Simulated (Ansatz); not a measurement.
B in space group I4_132 (No. 214; B on 8a), PBE (plane waves, PAW; program Ansatz). The conduction-band minimum lies on the Γ–P line, 21 % of the way from Γ, with 8 equivalent valleys. Second derivatives d²E/dk² of the lowest band at one valley (eV·Å²), along Cartesian directions:

```json
[
 {"direction": "[100]", "d²E/dk²": "9.729"},
 {"direction": "[010]", "d²E/dk²": "9.729"},
 {"direction": "[001]", "d²E/dk²": "9.729"},
 {"direction": "[110]", "d²E/dk²": "6.235"},
 {"direction": "[101]", "d²E/dk²": "6.235"},
 {"direction": "[011]", "d²E/dk²": "6.235"}
]
```

Task: Find the principal effective masses, the density-of-states mass and the conductivity mass.

Result: Off-diagonal terms follow from H_xy = H[110] − (H_xx + H_yy)/2, and m*/mₑ = 7.620 eV·Å² over each eigenvalue: 0.58, 0.58, 2.8. One valley's DOS mass (m₁m₂m₃)^(1/3) = 0.97, conductivity mass 3/(Σ 1/mᵢ) = 0.78 mₑ.

Task: What effective density of states Nc follows at 300 K for parabolic valleys?

Result: Nc = 2.509e19 × 8 × (0.97)^(3/2) ≈ 1.9e20 cm⁻³.

The start of the workflow was typed in or built on a structure type; neither database checked (COD, Materials Project) lists it. It is not the phase usual at ambient conditions (space group No. 166). Symmetry was held in the PBE relaxation; its stability against distortions is not shown here.

Potentials: the earlier of the program's two PAW sets.

Edges and masses are those of Kohn–Sham bands, whose gap is no quasiparticle gap.
